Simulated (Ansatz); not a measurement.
RbBr:
```xyz
2
Lattice="0.0000 3.5089 3.5089 3.5089 0.0000 3.5089 3.5089 3.5089 0.0000" Properties=species:S:1:pos:R:3 pbc="T T T"
Rb     0.0000     0.0000     0.0000
Br     3.5089     3.5089     3.5089
```

Relaxed with PBE. Special points in fractions of this cell's reciprocal vectors: Γ (0.000, 0.000, 0.000); X (0.500, 0.000, 0.500); U (0.625, 0.250, 0.625); K (0.375, 0.375, 0.750); L (0.500, 0.500, 0.500); W (0.500, 0.250, 0.750).

Q: List the band energies nearest the valence-band maximum at these points for PBE with spin–orbit coupling (plane waves, PAW; program Ansatz).

A: In eV from the valence-band maximum; about four levels below and three above (degenerate sets whole), none deeper than 8.9 eV; points with the same levels are listed once.

| k | below | above |
|---|---|---|
| Γ | 0.00 0.00 0.00 0.00 | 4.03 4.03 7.09 7.09 7.09 7.09 |
| X | -0.35 -0.35 -0.16 -0.16 | 5.51 5.51 6.71 6.71 |
| U | -0.45 -0.45 -0.30 -0.30 | 6.17 6.17 7.62 7.62 |
| L | -0.54 -0.54 -0.31 -0.31 | 6.47 6.47 7.30 7.30 |
| W | -0.40 -0.40 -0.36 -0.36 | 6.83 6.83 6.86 6.86 |

Space group Fm-3m (rock salt). The cell was relaxed with PBE under the symmetry of its start; phonons on a q-mesh show no instability.

Potentials: the later of the program's two PAW sets.
